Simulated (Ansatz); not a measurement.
Here is the system:

Bi$_{2}$Te$_{3}$ (Bi2Te3 type, space group R-3m)

```xyz
5
Lattice="2.1578 1.2458 9.8741 -2.1578 1.2458 9.8741 0.0000 -2.4916 9.8741" Properties=species:S:1:pos:R:3 pbc="T T T"
Bi     0.0000     0.0000    11.8703
Bi     0.0000     0.0000    17.7519
Te     0.0000     0.0000     0.0000
Te     0.0000     0.0000     6.1438
Te     0.0000     0.0000    23.4784
```

In this cell atom 1 (Bi, nearest neighbour Te at 3.036 Å; its periodic images, 4.3 Å or more away, move with it) is moved by s along Cartesian [110], unit vector (0.707, 0.707, 0.000); all other atoms and the cell stay fixed.

These are PBEsol-D3(BJ) (plane waves to 420 eV, PAW, scalar-relativistic; Ansatz, a quantum-chemistry and plane-wave program) values and carry that method's errors. k mesh 7×7×7 (Γ-centred), Fermi-Dirac smearing 0.05 eV. E stands for the smeared free energy. Bi2Te3 was relaxed with its symmetry unable to fall. Spin-orbit coupling is left out, though Bi and Te are heavy. The PAW data are Ansatz's earlier set. ΔE is measured from the undisplaced structure.

The scan covers s from -0.610 to 0.610 Å in 11 points.

Q: Is the energy the same for displacements of ±0.610 Å, and if not, which side lies higher?

A: Not even: the negative side lies higher at ±0.610 Å. With its periodic images moving along, the atom's site symmetry in this cell is 3m.

Q: What force acts on the atom along the line at s = -0.610 Å?

A: 2.99 eV/Å.

Q: What is the force constant k = d²E/ds² of this move at s = 0?

A: 3.18 eV/Å².

(A displaced cell: forces are minus the slopes of the energy, force constants its curvatures, and phonons follow from these.)
